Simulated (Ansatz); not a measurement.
Values for one crystal, relaxed and computed with the program Ansatz at the PBE level (PAW); other levels are named.

Volume per atom: 23.38 Å³
Electronic character: metallic (no gap)
Mechanical stability: stable (all eigenvalues of C positive)
Density of states at the Fermi level: 0.89 states/eV per atom (mean over ±0.08 eV)
Elastic constants (relaxed ions, GPa): C11 = 135, C12 = 72.6, C13 = 66.0, C33 = 164, C44 = 25.4
Young's modulus: 83.8 GPa
Poisson's ratio: 0.35

Q: Pick the material that matches.
A) Zr, hcp (Mg type)
B) Re, hcp (Mg type)
C) Os, hcp (Mg type)
D) Co, hcp (Mg type)

A: A, Zr, hcp (Mg type)

Space group P6_3/mmc (hcp (Mg type)). The cell was relaxed with PBE under the symmetry of its start. No spin polarisation was allowed. As this level gives no gap, shear constants depend on the k-mesh and smearing (Fermi–Dirac, 0.1 eV here). Scalar-relativistic: spin–orbit coupling is off unless named, which matters more the heavier the elements.

Potentials: the later of the program's two PAW sets.
